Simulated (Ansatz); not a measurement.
**Cu3Sb, first-principles data**

Cu3Sb in space group P6/mmm (No. 191; Sb on 1a, Cu on 1b, Cu on 2c), a = b = 4.4793 Å, c = 4.8893 Å, α = β = 90.00°, γ = 120.00°.

Space group P6/mmm (No. 191); conventional cell a = b = 4.479 Å, c = 4.889 Å, α = β = 90.00°, γ = 120.00°.

Method: plane-wave PAW r²SCAN (Ansatz code). Structure relaxed to zero pressure with the same functional. Other levels are named where they apply.

### Cell and energy

Volume per atom: 21.24 Å³
Density: 6.11 g/cm³
Formation energy from the elements (no fitted shifts): 0.45 eV/atom

### Electronic structure

Electronic character: metallic (no gap)
Density of states at the Fermi level: 0.15 states/eV per atom (mean over ±0.08 eV)
Gap with spin–orbit coupling: none (metallic)

### Mechanics

- Bulk modulus (Birch–Murnaghan fit) = 66.3 GPa
- Pressure derivative B′ = 5.3

### Charges

* **Bader charges**: Sb -0.29, Cu +0.08 to +0.14 e

The start of the workflow was typed in or built on a structure type; neither database checked (COD, Materials Project) lists it. Whether it is the stable phase at ambient conditions was not checked. Symmetry was held in the r²SCAN relaxation; its stability against distortions is not shown here. No spin polarisation was allowed. Its formation energy is positive at this level, so the cell may be metastable or incomplete. The references are the lowest solids computed at this level, not always the standard phases. Spin–orbit coupling is left out wherever it is not named.

Potentials: the earlier of the program's two PAW sets.
